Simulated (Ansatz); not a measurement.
TaAs (CsCl type, Pm-3m) at seven volumes, DFT-PBE in the program Ansatz with PAW potentials, scaled uniformly. One row is withheld.

```json
[
 {"V (Å³/atom)": "15.127", "P (GPa)": "20.75"},
 {"V (Å³/atom)": "15.626", "P (GPa)": "12.69"},
 {"V (Å³/atom)": "16.124", "P (GPa)": "5.83"},
 {"V (Å³/atom)": "16.623", "P (GPa)": "0.00"},
 {"V (Å³/atom)": "17.122", "P (GPa)": "-4.96"},
 {"V (Å³/atom)": "17.620", "P (GPa)": "-9.17"},
 {"V (Å³/atom)": "18.119", "P (GPa)": "?"}
]
```

Question: Fit the shown pressures and predict the withheld one.

Answer: P = (3/2)B₀(x^(7/2) − x^(5/2))[1 + (3/4)(B′ − 4)(x − 1)] with x = (V₀/V)^(2/3). Least squares on the six rows gives V₀ = 16.623 Å³/atom, B₀ = 179 GPa, B′ = 4.37. At V = 18.119, x = 0.9442 and P = -12.78 GPa. The run itself gave -12.74 GPa.

The cell is a constructed one: a structure type filled with these elements; neither database checked (COD, Materials Project) lists it. It is not the phase usual at ambient conditions (space group No. 109). Symmetry was held in the PBE relaxation; whether a distortion lowers the energy is not shown. No spin polarisation was allowed. Scalar-relativistic: spin–orbit coupling is off unless named, which matters more the heavier the elements.

Potentials: the earlier of the program's two PAW sets.
